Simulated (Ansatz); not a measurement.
PtW:
Space group P4/mmm (No. 123); a = b = 2.714 Å, c = 4.100 Å, α = β = γ = 90.00°

```json
[
 {"atom": "Pt", "site": "1a", "symmetry": "4/mmm", "x": "0.0000", "y": "0.0000", "z": "0.0000"},
 {"atom": "W", "site": "1d", "symmetry": "4/mmm", "x": "0.5000", "y": "0.5000", "z": "0.5000"}
]
```

Relaxed at zero pressure with the program Ansatz at the PBEsol level (PAW).

**Question.** The volume is lowered by 9 % and shape and atoms relax at that volume. What pressure results, and how do the axes share the change?

**Answer.** 38.0 GPa; a -3.1 %, b -3.1 %, c -3.0 %; the energy rises by 147 meV/atom.

**Question.** Give the new structure.

**Answer.** 
Space group P4/mmm (No. 123); a = 2.629 Å, b = 2.629 Å, c = 3.975 Å, α = 90.00°, β = 90.00°, γ = 90.00°

| atom | site | symmetry | x | y | z |
|---|---|---|---|---|---|
| Pt | 1a | 4/mmm | 0.0000 | 0.0000 | 0.0000 |
| W | 1d | 4/mmm | 0.5000 | 0.5000 | 0.5000 |

The phase is kept; no other phase was compared at this pressure.

The start of the workflow was typed in or built on a structure type; neither database checked (COD, Materials Project) lists it. Whether it is the stable phase at ambient conditions was not checked. The cell was relaxed with PBEsol under the symmetry of its start; its stability against distortions is not shown here. No spin polarisation was allowed. Axis ratios of metals converge slowly with the k-mesh, so a and c are less sure than the volume. Scalar-relativistic: spin–orbit coupling is off unless named, which matters more the heavier the elements.

Potentials: the later of the program's two PAW sets.
